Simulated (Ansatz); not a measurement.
input.yaml

```yaml
crystal:
  lattice:
    - [3.2805195245, 0.0, 0.0]
    - [0.0, 3.2805195245, 0.0]
    - [0.0, 0.0, 25.5610390491]
  atoms:
    - { symbol: Ta, position: [0.5, 0.5, 0.3325373427] }
    - { symbol: Ta, position: [0.0, 0.0, 0.3967076512] }
    - { symbol: Ta, position: [0.5, 0.5, 0.4611411134] }
    - { symbol: Ta, position: [0.0, 0.0, 0.5263369579] }
    - { symbol: Ta, position: [0.5, 0.5, 0.581509913] }
    - { symbol: O, position: [0.8333333333, 1.0, 0.689579113] }
basis:
  ecutwfc: 420
kpoints:
  mp_grid: { grid: [9, 9, 1] }
hamiltonian:
  xc: pbesol
scf:
  occupations: { method: gaussian, width: 0.1 }
output:
  forces: true
  stress: true
  eigenvalues: true
  write_density: true
  write_potential: true
  elf: true
  volumetric_format: npy
efield:
  axis: 3
  dipole_correction: true
  ramp_width: 0.04
```

Launched with
```bash
ansatz run input.yaml --threads 2 --pin off --max-ram 5120MiB --backend cpu --events-out ev --progress --plain --runs-dir out
```

Computed with DFT PBEsol, scalar-relativistic, plane waves, PAW (Ansatz).

Abridged output:

```
Pseudopotentials: kind: paw
Pseudopotential: Ta, paw, valence charge 13, recommended cutoff 420 eV (normal)
Pseudopotential: O, paw, valence charge 6, recommended cutoff 420 eV (normal)
Functional definition: PBEsol
Crystal: 6 atoms, lattice volume = 275.083 Å³
Basis set: ecut = 420 eV, 5421 PW (Γ), exchange–correlation on 48×48×360 points (8 copies of the dense FFT grid, shifted against one another)
Bands: 43, of which v1, the nominal top of the filled ones, is band 36 counted from 1 (35 counted from 0)
Symmetry: 2 space group operations
Space group: Pm (ITA 6), of the structure as read, at distance tolerance 6.5e-5 Å
k-points: 25 of 81 (time reversal used)
Initial density: superposition of atomic densities (neutral atoms: chi_scale 0, normalization atom), corrected by the library's trained network
Initial wavefunctions: pseudopotential atomic-orbital guess
Functional: x = pbesol(κ = 0.804, μ = 0.12345679), c = pbesol(β = 0.046)
SCF iter   1: F=—  HF=-49584.299365 eV  |F-HF|=—  |Δ(HF+E_count)|=         —  Δρ=3.25e-2  dr2=2.16e1  ethr=1.77e-3  p=-0.301 e·Å  D=-1.98e-1 V/Å  ΔV_dip=5.06 eV  dr2_dipole=7.27e0  V_vac-E_F(+/−)=9.15/4.08 eV  ⟨swp⟩=10.1  Hψ=5634  notcnv=0
efield: sawtooth ramp at fractional position 0.9911 (placed from the atoms, in the widest stretch of the axis that holds none; the zero of the levels goes with the place), width 0.0400; the density the first Hamiltonian is built on has a dipole p = -0.301 e·Å; the dipole correction subtracts the counter field D = -1.98e-1 V/Å, which shifts the + side's vacuum level by +5.06 eV against the − side's; the planar-averaged density in the ramp window peaks in size at 5.4e-5 e/Å³
SCF iter   2: F=—  HF=-49584.024785 eV  |F-HF|=—  |Δ(HF+E_count)|=   2.75e-1  Δρ=1.50e-2  dr2=7.34e-1  ethr=1.77e-3  p=-0.303 e·Å  D=-1.99e-1 V/Å  ΔV_dip=5.10 eV  dr2_dipole=1.22e-1  V_vac-E_F(+/−)=9.16/4.07 eV  ⟨swp⟩=3.1  Hψ=1501  notcnv=0  defer=22
SCF iter   3: F=—  HF=-49584.049406 eV  |F-HF|=—  |Δ(HF+E_count)|=   2.46e-2  Δρ=5.07e-3  dr2=3.73e-2  ethr=1.03e-3  p=-0.299 e·Å  D=-1.96e-1 V/Å  ΔV_dip=5.02 eV  dr2_dipole=8.13e-3  V_vac-E_F(+/−)=9.12/4.10 eV  ⟨swp⟩=1.6  Hψ=1074  notcnv=0  defer=22
SCF iter   4: F=—  HF=-49584.071181 eV  |F-HF|=—  |Δ(HF+E_count)|=   2.18e-2  Δρ=1.13e-3  dr2=4.98e-3  ethr=5.25e-5  p=-0.297 e·Å  D=-1.95e-1 V/Å  ΔV_dip=4.99 eV  dr2_dipole=9.51e-5  V_vac-E_F(+/−)=9.13/4.14 eV  ⟨swp⟩=2.5  Hψ=1506  notcnv=0  defer=22
SCF iter   5: F=—  HF=-49584.077356 eV  |F-HF|=—  |Δ(HF+E_count)|=   6.18e-3  Δρ=5.56e-4  dr2=7.58e-4  ethr=7.02e-6  p=-0.297 e·Å  D=-1.96e-1 V/Å  ΔV_dip=5.00 eV  dr2_dipole=1.81e-4  V_vac-E_F(+/−)=9.13/4.13 eV  ⟨swp⟩=2.0  Hψ=1306  notcnv=0  defer=22
SCF iter   6: F=—  HF=-49584.078721 eV  |F-HF|=—  |Δ(HF+E_count)|=   1.36e-3  Δρ=3.56e-4  dr2=1.08e-4  ethr=1.07e-6  p=-0.297 e·Å  D=-1.96e-1 V/Å  ΔV_dip=5.00 eV  dr2_dipole=2.50e-6  V_vac-E_F(+/−)=9.13/4.13 eV  ⟨swp⟩=2.1  Hψ=1463  notcnv=0  defer=22
SCF iter   7: F=—  HF=-49584.078708 eV  |F-HF|=—  |Δ(HF+E_count)|=   1.38e-5  Δρ=7.59e-5  dr2=8.99e-6  ethr=1.51e-7  p=-0.297 e·Å  D=-1.96e-1 V/Å  ΔV_dip=5.00 eV  dr2_dipole=5.21e-8  V_vac-E_F(+/−)=9.13/4.13 eV  ⟨swp⟩=2.0  Hψ=1443  notcnv=0  defer=22
SCF iter   8: F=—  HF=-49584.078782 eV  |F-HF|=—  |Δ(HF+E_count)|=   7.49e-5  Δρ=3.01e-5  dr2=2.06e-6  ethr=1.27e-8  p=-0.297 e·Å  D=-1.96e-1 V/Å  ΔV_dip=5.00 eV  dr2_dipole=2.64e-7  V_vac-E_F(+/−)=9.13/4.13 eV  ⟨swp⟩=2.3  Hψ=1512  notcnv=0  defer=22
SCF iter   9: F=—  HF=-49584.078789 eV  |F-HF|=—  |Δ(HF+E_count)|=   6.81e-6  Δρ=9.16e-6  dr2=1.90e-7  ethr=2.91e-9  p=-0.297 e·Å  D=-1.96e-1 V/Å  ΔV_dip=5.00 eV  dr2_dipole=4.36e-9  V_vac-E_F(+/−)=9.13/4.13 eV  ⟨swp⟩=2.2  Hψ=1450  notcnv=0  defer=22
SCF iter  10: F=—  HF=-49584.078790 eV  |F-HF|=—  |Δ(HF+E_count)|=   6.09e-7  Δρ=4.70e-6  dr2=1.17e-7  ethr=1.41e-10  p=-0.297 e·Å  D=-1.96e-1 V/Å  ΔV_dip=5.00 eV  dr2_dipole=2.16e-8  V_vac-E_F(+/−)=9.13/4.13 eV  ⟨swp⟩=22.9  Hψ=9878  notcnv=0
SCF iter  11: F=-49584.078790 eV  HF=-49584.078790 eV  |F-HF|=4.97e-9  |Δ(HF+E_count)|=   4.97e-8  Δρ=2.33e-6  dr2=1.41e-8  ethr=1.41e-10  p=-0.297 e·Å  D=-1.96e-1 V/Å  ΔV_dip=5.00 eV  dr2_dipole=1.15e-9  V_vac-E_F(+/−)=9.13/4.13 eV  ⟨swp⟩=12.0  Hψ=7815  notcnv=0
SCF 1 converged in 11 iterations: F = -49584.078790 eV  dr2 = 1.41e-8
WARN: The output density's exchange-correlation potential varies sharply where the density is thin. Do not read a vacuum level from v_tot or v_xc, or from such a field of the output density. On a cell that repeats whose density bears no net charge and no dipole along the vacuum's axis use v_es (v_loc + v_h of the components); under efield.dipole_correction with no amplitude use v_es + v_field, which holds any external_charges[].barrier, or the levels of the report's work_function block, which leave it out; under a non-zero efield.amplitude the vacuum is tilted and has no level; on a cell that repeats and bears such a dipole with no correction it is tilted too, and efield.dipole_correction wi ...
SCF converged after 11 iterations
Free energy (F): -49584.078790 eV
Harris-Foulkes:  -49584.078790 eV  (|F-HF|=4.97e-9)
Internal energy: -49584.029838 eV  (E = F + TS)
E sigma→0 (E₀):  -49584.054314 eV
Entropy (-TS):   -0.048952 eV (-8.159 meV/atom)
Fermi energy:    2.048822 eV
Dipole field:    D = -0.195621 V/Å  (p = -0.297383 e·Å, saw-weighted, corrected)
Work function:   Φ+ = 9.1283 eV   Φ− = 4.1280 eV
Levels:          The Fermi level and band energies are counted from a zero that moves with the ramp; work functions are not
--- Per-component energies (eV) ---
  E_band       = -1633.644915
  E_kinetic    = 1986.493031
  E_local      = -75433.000943  (includes V_loc(G=0)·N_el)
  E_nonlocal   = 137.433765
  E_hartree    = 36696.736274
  E_xc         = -1147.859110
  E_vxc        = -1099.292744  (∫ρ·V_xc dr)
  E_paw        = -41512.050169  (= ΣΔE_a)
  E_vpaw       = -607.450709  (= ΣTr[D̂ρ^β])
  E_aug_tail   = 0.002894  (compensation charges beyond the density's cutoff)
  E_efield     = 0.029087  (sawtooth field / dipole correction)
  E_vefield    = -11.295582  (∫n·V_field dr)
  E_ewald      = 29687.081814
  E_core_change = 1.103520  (= ΣΔE_core)
  E_smearing   = -0.048952  (= −TS)
--- Forces (eV/Å), atoms counted from 1 ---
  atom   1  Ta     0.00337132     0.00000000     1.41413381
  atom   2  Ta     0.00315555     0.00000000    -1.42294136
  atom   3  Ta    -0.00339449     0.00000000    -0.04455682
  atom   4  Ta    -0.05506271     0.00000000    -0.52490799
  atom   5  Ta     0.30533224     0.00000000     2.46116223
  atom   6  O     -0.25340484     0.00000000    -1.88287857
--- Stress (GPa, compression-positive) ---
       -2.815265       0.000000      -0.377551
        0.000000      -3.110600       0.000000
       -0.377551       0.000000      -3.845307
  P = ⅓ Tr σ = -3.2571 GPa (-32.571 kbar)
--- Band table (eV; the first three rows and the last of 25) ---
  k-point 0: bands = ["-66.0859", "-65.8358", "-65.1202", "-65.0004", "-64.6783", "-32.6492", "-32.4872", "-32.4855", "-32.4494", "-32.3215", "-32.3133", "-31.8711", "-31.7196", "-31.7194", "-31.5468", "-31.3338", "-31.3330", "-31.1388", "-30.9771", "-30.9761", "-13.0739", "-5.5105", "-3.9855", "-2.0176", "-1.8971", "-1.6068", "-1.0581", "-0.8852", "0.7578", "1.3427", "1.9762", "2.1676", "2.1825", "2.5015", "2.5024", "2.5892", "2.8089", "2.8129", "3.1934", "3.2605", "3.2764", "3.3463", "4.4732"]
  k-point 1: bands = ["-66.0846", "-65.8339", "-65.1164", "-65.0017", "-64.6792", "-32.6532", "-32.5198", "-32.4778", "-32.4653", "-32.3450", "-32.3068", "-31.8586", "-31.7887", "-31.7065", "-31.4904", "-31.3714", "-31.3418", "-31.1123", "-30.9959", "-30.9946", "-13.0590", "-5.2454", "-3.7794", "-1.9254", "-1.7203", "-1.4317", "-1.0424", "-0.6765", "0.7369", "1.3284", "1.8721", "1.9968", "2.0264", "2.1880", "2.2236", "2.3133", "2.7005", "2.7844", "2.9279", "3.1152", "3.9171", "3.9918", "4.1703"]
  k-point 2: bands = ["-66.0814", "-65.8293", "-65.1061", "-65.0057", "-64.6813", "-32.6662", "-32.5978", "-32.5081", "-32.4580", "-32.4172", "-32.2684", "-31.8853", "-31.8543", "-31.6685", "-31.4467", "-31.4030", "-31.3646", "-31.0889", "-31.0472", "-31.0197", "-13.0209", "-4.5018", "-3.2521", "-1.8396", "-1.3735", "-1.2091", "-0.8717", "0.0811", "0.9411", "1.2561", "1.3236", "1.5580", "1.6922", "1.7387", "2.1685", "2.1957", "2.2571", "2.5697", "2.9065", "3.2314", "3.9585", "4.2988", "4.3748"]
  k-point 24: bands = ["-66.0675", "-65.8121", "-65.0729", "-65.0101", "-64.6769", "-32.7212", "-32.7192", "-32.6090", "-32.6010", "-32.5719", "-32.3759", "-31.9981", "-31.9820", "-31.6298", "-31.5995", "-31.4564", "-31.4311", "-31.2953", "-31.0406", "-31.0277", "-12.8372", "-1.9977", "-1.8584", "-0.5207", "-0.4959", "0.1478", "0.1950", "0.4100", "0.4959", "0.7107", "0.9060", "0.9210", "1.3478", "1.4039", "1.7809", "1.9679", "2.0975", "3.8580", "3.9430", "4.4276", "4.5558", "4.5907", "5.3614"]
```

The calculation finished and met its thresholds.

Time: 7.6 s on 2 threads of AMD EPYC 9R45 96-Core Processor (Zen 5) (shared host), peak memory 0.62 GiB.

Spin–orbit coupling is left out, which can shift energies with elements as heavy as these. Spin polarisation was left out, and a magnetic state may lie lower.